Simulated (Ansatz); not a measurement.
## NaH3C4O5: 17O NMR of the central transition

Cell: a refined structure from the COD, its atoms then relaxed with PBE in this cell.

```xyz
26
Lattice="3.6239 0.0000 0.0000 0.0000 8.1320 0.0000 -1.3022 0.0000 9.3013" Properties=species:S:1:pos:R:3 pbc="T T T"
Na    1.2025    1.1075    3.3170
Na    0.5514    7.0245    7.9677
H     3.1633    0.3022    1.2353
H     2.5122    7.8298    5.8859
H     3.0304    1.8601    1.2021
H     2.3793    6.2719    5.8527
H     1.3509    4.0268    9.0773
H     2.0020    4.1052    4.4267
C     0.8031    4.5138    2.6048
C     0.1519    3.6182    7.2555
C     0.0893    4.5538    1.3590
C    -0.5619    3.5782    6.0096
C     0.1443    6.0009    1.2942
C    -0.5068    2.1311    5.9449
C     0.8415    6.0130    2.6304
C     0.1904    2.1190    7.2810
O     3.0281    1.0944    1.8124
O     2.3770    7.0376    6.4630
O     1.2443    3.5931    3.3506
O     0.5931    4.5389    8.0013
O     3.2105    3.6224    0.6018
O     2.5594    4.5096    5.2525
O     3.4095    6.8642    0.4624
O     2.7584    1.2678    5.1130
O     1.2613    6.8676    3.4053
O     0.6102    1.2644    8.0559
```

Atom numbers follow the list; atoms alike are taken as one site, whose name carries the number of the first.

Level of theory: DFT, r2SCAN, plane waves and PAW, scalar-relativistic, 500 eV cutoff, Γ-centred 8×4×4 k-points, Fermi–Dirac smearing 0.05 eV (Ansatz 0.2.0).

17O has I = 5/2 and Q = -25.58 mb (Pyykkö 2018); at 14.1 T its Larmor frequency is ν₀ = 81.4 MHz. Only the quadrupole interaction is simulated: positions count from each site's isotropic chemical shift, and shift anisotropy, dipolar and J coupling are left out.

**Question.** Give C_Q, η, the quadrupolar product P_Q = |C_Q|(1 + η²/3)^½, the second-order isotropic shift and the breadth of the pattern (static powder) for each O site.

**Answer.** 

```
site                                                   first shell  C_Q (MHz)     η  P_Q (MHz)  δ_QIS (ppm)  breadth (kHz)
 O17      2 H at 0.98–0.99 Å, angle 105°; also 2 Na at 2.34–2.37 Å       8.50  0.80       9.37        -79.5           48.1
 O19             1 C at 1.26 Å; also 1 H at 1.41 Å, 1 Na at 2.49 Å      -6.65  0.94       7.57        -51.8           31.6
 O21  1 H at 1.08 Å, 1 C at 1.30 Å, angle 112°; also 1 H at 1.87 Å      -7.96  0.22       8.02        -58.3           29.0
 O23        1 C at 1.25 Å; also 1 H at 1.77 Å, 2 Na at 2.38–2.74 Å       8.22  0.52       8.58        -66.6           38.0
 O25                            1 C at 1.23 Å; also 1 Na at 2.37 Å       9.11  0.12       9.13        -75.5           35.2
```

δ_QIS = −(ν_Q²/30ν₀²)[I(I+1) − 3/4](1 + η²/3) × 10⁶ ppm with ν_Q = 3|C_Q|/[2I(2I−1)]; it falls as 1/B₀² in ppm, and the breadth as 1/B₀ in kHz.

The largest force is 0.6 eV/Å, so the atoms aren't at the calculated equilibrium and relaxing them would move these values. The entry's hydrogen positions were far off; the other atoms hardly move on relaxation.
